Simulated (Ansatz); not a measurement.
**Is this TiAl6Ni5 structure stable?**

The structure comes from a generated guess, relaxed at this level; another structure or a mixture of phases may lie lower.

Computed with DFT PBE, scalar-relativistic, plane waves, PAW (Ansatz 0.2.0). The final run on the 12-atom cell used 420 eV, a Γ-centred 14×14×2 mesh, 0.10 eV smearing and no spin polarisation.

```cif
data_structure
_symmetry_space_group_name_H-M 'P4/mmm'
_symmetry_Int_Tables_number 123
_cell_length_a 2.8911
_cell_length_b 2.8911
_cell_length_c 18.3609
_cell_angle_alpha 90.000
_cell_angle_beta 90.000
_cell_angle_gamma 90.000
_cell_volume 153.47
loop_
_atom_site_label
_atom_site_type_symbol
_atom_site_symmetry_multiplicity
_atom_site_Wyckoff_symbol
_atom_site_fract_x
_atom_site_fract_y
_atom_site_fract_z
_atom_site_occupancy
Ti1 Ti 1 b 0.00000 0.00000 0.50000 1
Al1 Al 2 h 0.50000 0.50000 0.76402 1
Al2 Al 2 h 0.50000 0.50000 0.92131 1
Al3 Al 2 h 0.50000 0.50000 0.39339 1
Ni1 Ni 2 g 0.00000 0.00000 0.68558 1
Ni2 Ni 2 g 0.00000 0.00000 0.84262 1
Ni3 Ni 1 a 0.00000 0.00000 0.00000 1
```

The zero of energy is the elements' standard structures at the same level; no fitted shifts are applied.

Question: These tests were run: energy against the elements; random kick, then relaxation without symmetry; phonons at Γ; elastic tensor. What do they show?

Answer:

| test | result |
| --- | --- |
| energy against the elements | −0.61 eV/atom |
| random kick, then relaxation without symmetry | returns |
| phonons at Γ | lowest optical mode 77 cm⁻¹ |
| elastic tensor | least eigenvalue 58 GPa |

It fails none of these tests. Other phases of the system weren't compared here, so this isn't yet thermodynamic stability. Phonons away from Γ weren't computed.

Trial moments died out on the coarse mesh, so the last step has no spin; another magnetic start might hold. The kick test ran on a coarse mesh. The run for the phonons used a 16×16×2 k mesh and Fermi–Dirac smearing of 0.15 eV. The run for the elastic tensor used a 16×16×2 k mesh and Fermi–Dirac smearing of 0.15 eV.
